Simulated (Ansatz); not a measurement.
**Be, one cell by several methods**

```xyz
4
Lattice="3.8592 0.0000 0.0000 0.0000 3.8592 0.0000 0.0000 0.0000 2.2813" Properties=species:S:1:pos:R:3 pbc="T T T"
Be    1.1478    1.1478    0.0000
Be    2.7115    2.7115    0.0000
Be    0.7818    3.0774    1.1406
Be    3.0774    0.7818    1.1406
```

Atoms are numbered in the order listed.

The cell is the one relaxed in the Materials Project (mp-1008501), not relaxed further here; entries there can be hypothetical. The listed cell was then made from it by scaling, straining or moving an atom.

All numbers are computed: DFT, PBEsol, PAW with Ansatz's default frozen-core files, scalar-relativistic (Ansatz 0.2.0); DFT, PBEsol, all-electron LAPW, scalar-relativistic (Ansatz 0.2.0).

For PAW: a Γ-centred 9×9×14 k mesh, Fermi–Dirac smearing of 0.05 eV, cutoff 420 eV, no spin polarisation; the PAW files were made with PBE, and the program remakes their frozen cores for this functional. LAPW targets a basis error of 1 meV/atom. The Ansatz runs share mesh, smearing and spin set-up. Plane-wave (PAW) pressures include the program's estimate of the Pulay term.

Stress and pressure are positive in compression.

The change that made this cell: equal xx and yy strain of +3 %.

PAW results:

```json
{"quantity": "pressure (GPa)", "PAW": "-7.08"}
{"quantity": "stress xx (GPa)", "PAW": "-8.17"}
{"quantity": "stress zz (GPa)", "PAW": "-4.90"}
{"quantity": "force on Be1, y (eV/Å)", "PAW": "0.088"}
```

**Question.** What does LAPW (all electrons) give for the same quantities?

**Answer.** 
```
              quantity   LAPW
        pressure (GPa)  -7.14
       stress xx (GPa)  -8.23
       stress zz (GPa)  -4.95
force on Be1, y (eV/Å)  0.088
```
